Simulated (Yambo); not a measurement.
Yambo run on GaP (zinc blende, space group F-43m, No. 216) under isotropic strain of +1 % on all lattice vectors. The wavefunctions come from this Quantum ESPRESSO step (PBE, PseudoDojo stringent norm-conserving files, scalar-relativistic):

```
&CONTROL
  calculation = 'nscf'
  pseudo_dir = './pseudo'
  outdir = './out'
/
&SYSTEM
  ibrav = 0
  nat = 2
  ntyp = 2
  ecutwfc = 114.0
  ecutrho = 456.0
  occupations = 'fixed'
  force_symmorphic = .true.
  nbnd = 181
/
&ELECTRONS
  conv_thr = 2e-09
  diago_full_acc = .true.
  diago_thr_init = 1e-08
/
ATOMIC_SPECIES
P 30.9738 P.upf
Ga 69.7230 Ga.upf
CELL_PARAMETERS angstrom
  0.000000000000   2.747168308422   2.747168308422
  2.747168308422   0.000000000000   2.747168308422
  2.747168308422   2.747168308422   0.000000000000
ATOMIC_POSITIONS crystal
P   0.749999787868   0.749999787868   0.749999787868
Ga   0.999999787868   0.999999787868   0.999999787868
K_POINTS automatic
4 4 4 0 0 0
```

Yambo input:

```
rim_cut
gw0
dyson
el_el_corr
HF_and_locXC
ppa
em1d
RandQpts= 1000000
RandGvec= 1 Ry
EXXRLvcs= 114 Ry
VXCRLvcs= 456 Ry
Chimod= "HARTREE"
% BndsRnXp
 5 | 180 |
%
NGsBlkXp= 15 Ry
% LongDrXp
 1.0 | 1.0 | 1.0 |
%
PPAPntXp= 27.2114 eV
% GbndRnge
 1 | 180 |
%
GTermKind= "BG"
DysSolver= "n"
ExtendOut
% QPkrange
 1 | 1 | 13 | 14 |
 3 | 3 | 13 | 14 |
 8 | 8 | 13 | 14 |
%
```

k points by index: 1 = Γ, 3 = L, 8 = W.

The o-*.qp file then holds:

```
#    K-point    Band    Eo [eV]    E [eV]    E-Eo [eV]    Vxc [eV]    Vnlxc [eV]    Sc|Eo [eV]    Sc|E [eV]    dSc/dw|Eo [eV]    Re(Z)    Im(Z)
#
    1    13    0.000000    -0.786652    -0.786652    -13.17997    -15.08476    0.898862    1.118142    -7.584431    0.782028    -0.001411
    1    14    1.622242    1.702410    0.080168    -12.70319    -8.274372    -4.327159    -4.348651    -7.284861    0.788819    -0.001390
    3    13    -1.082197    -1.889702    -0.807505    -12.57054    -14.86597    1.259297    1.487922    -7.703292    0.779365    -0.001465
    3    14    1.599828    1.645176    0.045347    -11.84064    -7.732947    -4.050658    -4.062341    -6.993886    0.795530    -0.001378
    8    13    -3.302762    -4.146173    -0.843411    -10.96229    -13.84726    1.795146    2.041560    -7.949065    0.773917    -0.001538
    8    14    4.697949    4.556852    -0.141097    -10.40204    -6.049549    -4.530693    -4.493584    -7.163291    0.791609    -0.001418
```
(The two width columns are left out.) Convergence of these settings isn't established.

Spin-orbit coupling is not included.

Geometry strained from the cell relaxed with PBEsol, atoms relaxed again.
